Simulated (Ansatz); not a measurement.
Geometry optimisation in Ansatz: input, command and trajectory.

```yaml
crystal:
  lattice:
    - [3.9722193411, 3.9722193411, -4.1127994632]
    - [-3.9722193411, 3.9722193411, 4.1127994632]
    - [3.9722193411, -3.9722193411, 4.1127994632]
  atoms:
    - { symbol: Ba, position: [0.4987863883, 0.5007298281, 0.9973946478] }
    - { symbol: Ba, position: [0.5046400105, 0.9959746785, 0.5000520651] }
    - { symbol: Ba, position: [0.0001964157, 0.9949236215, 0.0032117414] }
    - { symbol: Ba, position: [0.0003170386, 0.500133919, 0.4991470053] }
    - { symbol: Ti, position: [0.4966957779, 0.4903275249, 0.4888832528] }
    - { symbol: Ti, position: [0.5001932442, 0.986044138, 0.9865076983] }
    - { symbol: Ti, position: [0.0012307133, 0.9915640857, 0.4919329891] }
    - { symbol: Ti, position: [0.9939659408, 0.4809712367, 0.9859329343] }
    - { symbol: O, position: [0.4983247506, 0.7666308998, 0.767042084] }
    - { symbol: O, position: [0.9930362258, 0.2633850572, 0.7665056467] }
    - { symbol: O, position: [0.7518854105, 0.7621452854, 0.5081810182] }
    - { symbol: O, position: [0.7539789225, 0.261512579, 0.0134074095] }
    - { symbol: O, position: [0.2551667435, 0.2582802568, 0.5131070664] }
    - { symbol: O, position: [0.2500090488, 0.7636851899, 0.0083048132] }
    - { symbol: O, position: [0.2503888903, 0.5136011705, 0.2617718794] }
    - { symbol: O, position: [0.2458828255, 0.0016247739, 0.7563098155] }
    - { symbol: O, position: [0.7507577945, 0.509279093, 0.7637335824] }
  symmetry: { detect: false }
basis:
  ecutwfc: 500
kpoints:
  mp_grid: { grid: [3, 2, 2], shift: [0.0, 0.5, 0.5] }
hamiltonian:
  xc: r2scan
scf:
  occupations: { method: gaussian, width: 0.1 }
  lower_state_search: "off"
output:
  forces: true
  stress: true
  eigenvalues: true
relax:
  adjacent_minimum: "off"
  f_tol: 0.04
  max_steps: 50
  cell: { stress_tol: 0.3 }
```

```bash
ansatz run input.yaml --threads 4 --pin off --max-ram 9216MiB --backend cpu --events-out ev --progress --plain --runs-dir out
```

Level of theory: DFT r2SCAN, scalar-relativistic, plane waves, PAW (Ansatz).

Of 13 frames 10 are shown, positions in Å and forces in eV/Å; the SCF threshold varies from step to step. Steps run on the plane waves of an earlier cell, with a Pulay correction in the pressure. The basis is chosen afresh for the last frame, the zero of the energies, and at times for earlier ones too; energy and pressure can step there, also at an unchanged geometry. Where two frames share a geometry here, they differ by under 2 meV/atom and 0.3 GPa. The mark taken_back stands on steps that the optimiser undid.

```xyz
17
Lattice="3.9722 3.9722 -4.1128 -3.9722 3.9722 4.1128 3.9722 -3.9722 4.1128" Properties=species:S:1:pos:R:3:forces:R:3 pbc="T T T" step=1 free_energy_over_end_meV_per_atom=68.35 pressure_GPa=1.35
Ba    3.9542    0.0084    4.1101   -0.0276   -0.3769   -0.2938
Ba    0.0346    3.9745    4.0774   -0.2215   -0.1576    0.1738
Ba   -3.9385    3.9401    4.1043   -0.2292    0.4165   -0.4155
Ba   -0.0027    0.0052    4.1085    0.1170    0.0575    0.1773
Ti    1.9672    1.9787    1.9845    0.2603    0.0735    1.5757
Ti    1.9887    1.9850    6.0555   -1.4046   -0.3637    0.0595
Ti   -1.9798    1.9895    6.0963    1.9313   -0.1837    1.7307
Ti    5.9541    1.9424    1.9451   -0.1400    0.3980    0.3867
O     1.9811    1.9778    4.2582    0.6970    0.1476   -0.2380
O     5.9431    1.9461    0.1516   -0.3217    0.2608   -0.9692
O     1.9779    3.9955    2.1322   -0.3114   -0.0098   -1.0872
O     2.0094    3.9805   -1.9703    0.2313   -0.4523    0.2471
O     2.0258    0.0014    2.1231   -0.6083   -0.2429   -0.9957
O    -2.0074    3.9936    2.1468    0.6408    0.0710    0.1103
O    -0.0057    1.9949    2.1592    0.4681   -0.0826   -0.3467
O     3.9745   -2.0211    2.1060   -0.5917    0.3516    0.1928
O     3.9929    1.9714    2.1479   -0.4898    0.0930   -0.3079
17
Lattice="4.0386 3.9829 -4.2332 -4.0381 3.9865 4.2371 3.9913 -3.9824 4.1880" Properties=species:S:1:pos:R:3:forces:R:3 pbc="T T T" step=2 free_energy_over_end_meV_per_atom=41.13 pressure_GPa=-1.30
Ba    3.9599   -0.0960    4.0865    0.3461    0.8002    0.6720
Ba   -0.0248    3.9318    4.2191   -0.2677    0.3002   -0.1998
Ba   -4.0662    4.0805    4.0924    0.3717   -0.9291    0.8587
Ba    0.0158    0.0449    4.2577   -0.4231   -0.3627   -0.3683
Ti    1.9819    1.9758    2.1329   -0.0568   -0.0390    0.4543
Ti    1.9073    1.9831    6.1947    0.4391   -0.0637    0.0578
Ti   -1.9724    1.9846    6.3841    0.0720   -0.0544    0.4162
Ti    6.0064    1.9492    1.9421   -0.0606    0.0575    0.8314
O     2.0941    2.0056    4.3901    0.1602    0.0121   -0.7329
O     5.9462    1.9863    0.1351   -0.0917    0.0512   -1.4474
O     1.9550    3.9963    2.0961   -0.0019    0.3514   -0.2206
O     2.0690    3.9792   -2.0150   -0.0882   -0.1398    0.0791
O     1.9689   -0.0138    2.0983   -0.0717   -0.2125   -0.2306
O    -1.9521    4.0024    2.2186   -0.1507    0.2133   -0.0025
O    -0.0072    1.9860    2.1797    0.3219   -0.0219   -0.0042
O     3.9958   -1.9897    2.1847   -0.2463    0.0303   -0.0744
O     4.0221    1.9883    2.1552   -0.2522    0.0068   -0.0886
17
Lattice="4.0643 3.9607 -4.1733 -4.0653 3.9605 4.1722 4.0206 -3.9617 4.1302" Properties=species:S:1:pos:R:3:forces:R:3 pbc="T T T" step=4 free_energy_over_end_meV_per_atom=1.85 pressure_GPa=-0.62
Ba    4.0874    0.0003    4.1946   -0.0663   -0.0401   -0.0144
Ba   -0.0973    3.9571    4.1440    0.0923   -0.0424    0.0006
Ba   -3.9910    3.9411    4.2295   -0.0725    0.0219   -0.0381
Ba   -0.0930   -0.0226    4.1414    0.0767    0.0559    0.0351
Ti    2.0045    1.9513    2.2172   -0.0742    0.0354    0.1449
Ti    1.8800    1.9621    6.0744   -0.1420   -0.0888   -0.2431
Ti   -1.9134    1.9582    6.4332   -0.1273   -0.0673    0.1461
Ti    6.0133    1.9502    1.9407   -0.0072    0.0873   -0.1375
O     2.1278    1.9861    4.1877    0.0279   -0.0067    0.1080
O     5.9340    1.9923   -0.0406    0.0931    0.0061    0.0294
O     1.9854    3.9879    2.0495    0.0220    0.0562    0.0050
O     2.0656    3.9518   -2.0275    0.0225   -0.1490    0.0244
O     1.9892   -0.0133    2.0525    0.0267   -0.0566   -0.0047
O    -1.9937    3.9791    2.1471    0.0088    0.1897   -0.0087
O     0.0052    1.9767    2.0990    0.0757   -0.0148   -0.0317
O     4.0385   -1.9756    2.0978    0.1157    0.0210   -0.0299
O     4.0565    1.9727    2.0851   -0.0721   -0.0078    0.0143
17
Lattice="4.0945 3.9522 -4.1492 -4.0940 3.9492 4.1469 4.0533 -3.9516 4.1099" Properties=species:S:1:pos:R:3:forces:R:3 pbc="T T T" step=5 free_energy_over_end_meV_per_atom=1.63 pressure_GPa=0.25
Ba    4.0948   -0.0043    4.1690    0.0166   -0.0044    0.0100
Ba   -0.1157    3.9543    4.1223   -0.0153   -0.0342   -0.0013
Ba   -4.0481    3.9342    4.2040    0.0522    0.0017    0.0098
Ba   -0.1146   -0.0264    4.1189    0.0078    0.0233   -0.0135
Ti    1.9429    1.9517    2.2181    0.1475   -0.0570   -0.0854
Ti    1.8738    1.9559    6.0234    0.1654   -0.0064    0.0643
Ti   -1.9320    1.9512    6.4042    0.0348   -0.0309   -0.0924
Ti    5.9941    1.9560    1.9385   -0.0042   -0.0956    0.1530
O     2.2057    1.9762    4.1611   -0.2127    0.0045    0.0641
O     6.0703    1.9872   -0.0225   -0.0558    0.0787   -0.0628
O     2.0111    3.9765    2.0419    0.0111    0.0393    0.0233
O     2.0884    3.9326   -2.0134   -0.0116    0.0670    0.0103
O     2.0147   -0.0191    2.0440    0.0106   -0.0088    0.0436
O    -2.0018    3.9764    2.1317   -0.0218   -0.0076   -0.0053
O     0.0580    1.9695    2.0804    0.0002    0.0219    0.0321
O     4.0761   -1.9699    2.0627   -0.0790   -0.0039   -0.0855
O     4.1313    1.9681    2.0859   -0.0453    0.0124   -0.0639
17
Lattice="4.1092 3.9594 -4.1567 -4.1214 3.9555 4.1413 4.0747 -3.9715 4.1117" Properties=species:S:1:pos:R:3:forces:R:3 pbc="T T T" step=6 free_energy_over_end_meV_per_atom=1.79 pressure_GPa=0.26 taken_back
Ba    4.1075   -0.0332    4.2011    0.0191   -0.0437   -0.0630
Ba   -0.1248    3.9397    4.0945   -0.0106   -0.0963   -0.0205
Ba   -4.0695    3.9388    4.2278    0.0223   -0.0406   -0.0866
Ba   -0.1199   -0.0382    4.1147    0.0276    0.0246   -0.0386
Ti    1.9635    1.9020    2.1989   -0.1613    0.0509    0.0915
Ti    1.8786    1.8969    6.0121    0.0317    0.0241    0.1665
Ti   -1.9278    1.9258    6.3996   -0.1589    0.0281    0.0362
Ti    5.9620    1.8870    1.9328    0.3839    0.0807    0.0872
O     2.2087    1.9620    4.1669   -0.0678    0.0811   -0.1437
O     6.0945    2.0881   -0.0272    0.0353   -0.2388   -0.1277
O     2.0198    3.9990    2.0353    0.0436    0.0008    0.0900
O     2.0841    3.9738   -2.0037   -0.0909   -0.0256   -0.0877
O     2.0222   -0.0068    2.0224    0.1170   -0.0113    0.0036
O    -2.0161    4.0074    2.1342   -0.0718   -0.0059    0.0416
O     0.0857    1.9673    2.0799    0.0246    0.0617   -0.0562
O     4.0912   -1.9617    2.0255    0.0119    0.0622    0.0537
O     4.1276    1.9555    2.0569   -0.1557    0.0484    0.0538
17
Lattice="4.0805 3.9707 -4.1587 -4.0847 3.9692 4.1531 4.0377 -3.9749 4.1133" Properties=species:S:1:pos:R:3:forces:R:3 pbc="T T T" step=8 free_energy_over_end_meV_per_atom=0.28 pressure_GPa=0.04
Ba    4.0724   -0.0236    4.1766    0.0049    0.0039    0.0067
Ba   -0.1089    3.9515    4.1217    0.0011   -0.0023   -0.0026
Ba   -4.0265    3.9400    4.2101    0.0227    0.0033    0.0006
Ba   -0.0999   -0.0310    4.1268    0.0023   -0.0141    0.0006
Ti    1.9566    1.9186    2.2123   -0.0759   -0.0015   -0.0176
Ti    1.8708    1.9228    6.0373    0.0438    0.0149    0.0019
Ti   -1.9300    1.9300    6.4094   -0.0730    0.0060    0.0232
Ti    5.9755    1.9060    1.9418   -0.0485    0.0081   -0.0095
O     2.1598    1.9984    4.1693   -0.0093   -0.0194    0.0048
O     6.0266    2.0492   -0.0374    0.0345   -0.0092    0.0278
O     2.0007    4.0179    2.0501    0.0248   -0.0310   -0.0131
O     2.0725    3.9817   -2.0139    0.0027   -0.0239    0.0083
O     2.0124    0.0029    2.0464    0.0075    0.0196   -0.0124
O    -2.0008    4.0231    2.1373   -0.0039    0.0152   -0.0143
O     0.0530    1.9831    2.0781    0.0393    0.0236   -0.0109
O     4.0569   -1.9490    2.0484    0.0059   -0.0214    0.0001
O     4.0978    1.9750    2.0764    0.0214    0.0285    0.0067
17
Lattice="4.0879 3.9771 -4.1573 -4.1007 3.9816 4.1493 4.0476 -3.9899 4.1060" Properties=species:S:1:pos:R:3:forces:R:3 pbc="T T T" step=9 free_energy_over_end_meV_per_atom=0.72 pressure_GPa=0.25 taken_back
Ba    4.0662   -0.0292    4.1688    0.0239   -0.0278   -0.0280
Ba   -0.1254    3.9509    4.1140    0.0055    0.0071    0.0332
Ba   -4.0401    3.9452    4.2053   -0.0264    0.0400   -0.0160
Ba   -0.1062   -0.0440    4.1188   -0.0290    0.0022    0.0458
Ti    1.9218    1.9053    2.2048    0.2402    0.0580   -0.0165
Ti    1.8688    1.9106    6.0249    0.0052    0.1226   -0.0051
Ti   -1.9486    1.9189    6.4040    0.0824    0.0541    0.0666
Ti    5.9526    1.8871    1.9400    0.1762    0.0275   -0.0696
O     2.1722    2.0065    4.1610   -0.0917   -0.0359    0.0286
O     6.0722    2.0639   -0.0339   -0.0300   -0.0628   -0.0518
O     2.0085    4.0283    2.0456   -0.0177   -0.0309   -0.0081
O     2.0716    4.0010   -2.0082   -0.0074   -0.0559    0.0017
O     2.0204    0.0100    2.0414   -0.0354   -0.0117   -0.0231
O    -2.0084    4.0492    2.1310   -0.0159   -0.0888    0.0162
O     0.0689    1.9916    2.0701   -0.1300    0.0195    0.0073
O     4.0669   -1.9441    2.0360   -0.0236   -0.0457   -0.0019
O     4.1161    1.9803    2.0715   -0.1262    0.0288    0.0206
17
Lattice="4.0882 3.9649 -4.1555 -4.0981 3.9691 4.1500 4.0504 -3.9747 4.1094" Properties=species:S:1:pos:R:3:forces:R:3 pbc="T T T" step=10 free_energy_over_end_meV_per_atom=0.19 pressure_GPa=0.02
Ba    4.0791   -0.0244    4.1754   -0.0077    0.0081   -0.0058
Ba   -0.1192    3.9470    4.1177    0.0037    0.0072    0.0008
Ba   -4.0391    3.9413    4.2069   -0.0063    0.0024   -0.0057
Ba   -0.1024   -0.0327    4.1246    0.0066    0.0014    0.0037
Ti    1.9443    1.9204    2.2076    0.0228   -0.0129    0.0037
Ti    1.8725    1.9260    6.0320    0.0203   -0.0437    0.0043
Ti   -1.9375    1.9317    6.4057   -0.0158   -0.0266    0.0110
Ti    5.9741    1.9043    1.9426    0.0084   -0.0208   -0.0023
O     2.1632    1.9899    4.1648   -0.0096    0.0187   -0.0017
O     6.0594    2.0406   -0.0334   -0.0105    0.0051   -0.0105
O     2.0094    4.0086    2.0429   -0.0091    0.0107    0.0090
O     2.0742    3.9742   -2.0060   -0.0116    0.0301   -0.0090
O     2.0193   -0.0005    2.0397    0.0063    0.0145    0.0059
O    -2.0076    4.0223    2.1349   -0.0018   -0.0005    0.0037
O     0.0605    1.9846    2.0715    0.0063    0.0038    0.0063
O     4.0695   -1.9595    2.0434   -0.0102    0.0213   -0.0043
O     4.1124    1.9787    2.0783    0.0082   -0.0187   -0.0091
17
Lattice="4.0870 3.9686 -4.1569 -4.0963 3.9724 4.1515 4.0478 -3.9779 4.1101" Properties=species:S:1:pos:R:3:forces:R:3 pbc="T T T" step=12 free_energy_over_end_meV_per_atom=0.15 pressure_GPa=0.01
Ba    4.0774   -0.0250    4.1749   -0.0055    0.0014   -0.0067
Ba   -0.1197    3.9504    4.1209    0.0088   -0.0048   -0.0022
Ba   -4.0364    3.9428    4.2062   -0.0031   -0.0001    0.0045
Ba   -0.1026   -0.0329    4.1261    0.0030   -0.0047    0.0026
Ti    1.9441    1.9169    2.2086    0.0089    0.0006    0.0005
Ti    1.8728    1.9222    6.0328   -0.0010   -0.0049    0.0024
Ti   -1.9388    1.9284    6.4092   -0.0045   -0.0005   -0.0069
Ti    5.9732    1.9006    1.9407   -0.0056   -0.0034    0.0078
O     2.1622    1.9928    4.1661   -0.0065    0.0167    0.0000
O     6.0549    2.0454   -0.0342    0.0007    0.0049   -0.0036
O     2.0078    4.0152    2.0455   -0.0011    0.0004    0.0037
O     2.0725    3.9815   -2.0085    0.0020    0.0019   -0.0043
O     2.0183    0.0040    2.0420    0.0006   -0.0013   -0.0018
O    -2.0070    4.0278    2.1346   -0.0011   -0.0009    0.0044
O     0.0606    1.9880    2.0729   -0.0018    0.0011   -0.0002
O     4.0661   -1.9536    2.0430    0.0026   -0.0016    0.0032
O     4.1109    1.9799    2.0776    0.0036   -0.0047   -0.0034
17
Lattice="4.0870 3.9686 -4.1569 -4.0963 3.9724 4.1515 4.0478 -3.9779 4.1101" Properties=species:S:1:pos:R:3:forces:R:3 pbc="T T T" step=13 free_energy_over_end_meV_per_atom=0.00 pressure_GPa=0.00
Ba    4.0774   -0.0250    4.1749   -0.0055    0.0014   -0.0067
Ba   -0.1197    3.9504    4.1209    0.0088   -0.0049   -0.0022
Ba   -4.0364    3.9428    4.2062   -0.0031   -0.0002    0.0045
Ba   -0.1026   -0.0329    4.1261    0.0030   -0.0047    0.0026
Ti    1.9441    1.9169    2.2086    0.0083    0.0006    0.0007
Ti    1.8728    1.9222    6.0328   -0.0013   -0.0050    0.0022
Ti   -1.9388    1.9284    6.4092   -0.0042   -0.0005   -0.0067
Ti    5.9732    1.9006    1.9407   -0.0064   -0.0035    0.0078
O     2.1622    1.9928    4.1661   -0.0065    0.0167    0.0001
O     6.0549    2.0454   -0.0342    0.0007    0.0049   -0.0039
O     2.0078    4.0152    2.0455   -0.0011    0.0004    0.0037
O     2.0725    3.9815   -2.0085    0.0020    0.0020   -0.0042
O     2.0183    0.0040    2.0420    0.0006   -0.0013   -0.0018
O    -2.0070    4.0278    2.1346   -0.0011   -0.0007    0.0044
O     0.0606    1.9880    2.0729   -0.0012    0.0011   -0.0002
O     4.0661   -1.9536    2.0430    0.0026   -0.0016    0.0032
O     4.1109    1.9799    2.0776    0.0044   -0.0047   -0.0034
```

The run took 4.3 min on 4 threads of Arm Neoverse V2, with other jobs on the host, peak memory 1.4 GiB.

The k mesh is coarse. Spin polarisation was left out, and a magnetic state may lie lower.